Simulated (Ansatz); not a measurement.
Calculated electrostatic potentials at the O nuclei for Ba₃TaGa₃Si₂O₁₄

Cell: a structure deposited in the COD whose atoms were relaxed with PBE, the cell held.

```
Ba Ta Ga Si O
1.0
     8.51500    0.00000    0.00000
    -4.25750    7.37421    0.00000
     0.00000    0.00000    5.19200
Ba Ta Ga Si O
3 1 3 2 14
Direct
  0.43201 0.00000 0.00000
  0.00000 0.43201 0.00000
  0.56799 0.56799 0.00000
  0.00000 0.00000 0.00000
  0.74563 0.00000 0.50000
  0.00000 0.74563 0.50000
  0.25437 0.25437 0.50000
  0.33333 0.66667 0.47789
  0.66667 0.33333 0.52211
  0.33333 0.66667 0.78668
  0.66667 0.33333 0.21332
  0.47357 0.29797 0.65164
  0.70203 0.17560 0.65164
  0.82440 0.52643 0.65164
  0.29797 0.47357 0.34836
  0.17560 0.70203 0.34836
  0.52643 0.82440 0.34836
  0.21863 0.10375 0.22605
  0.89625 0.11488 0.22605
  0.88512 0.78137 0.22605
  0.10375 0.21863 0.77395
  0.11488 0.89625 0.77395
  0.78137 0.88512 0.77395
```

Atom numbers follow the list; atoms alike are taken as one site, whose name carries the number of the first.

Method: Kohn–Sham DFT in Ansatz, PBE, plane waves and PAW, scalar-relativistic, 420 eV cutoff, Γ-centred 3×3×4 k-points, Fermi–Dirac smearing 0.02 eV.

The potential at a nucleus is that of all electrons and the other nuclei. A higher potential binds the core electrons more strongly, so differences between sites of one element are the initial-state part of core-level shifts.

(1) Rank the O sites by the potential at the nucleus, lowest first, and give each against the lowest.
A. atom 18: 1 Ga at 1.84 Å, 1 Ta at 1.99 Å, angle 124°; also 1 Ba at 2.66 Å, 1 Ga at 3.02 Å
B. atom 10: 1 Si at 1.60 Å; also 3 Ba at 2.76 Å
C. atom 12: 1 Si at 1.66 Å, 1 Ga at 1.88 Å, angle 131°; also 2 Ba at 2.71–2.99 Å

Answers

(1) B (0.00 V), A (0.63 V), C (0.99 V).
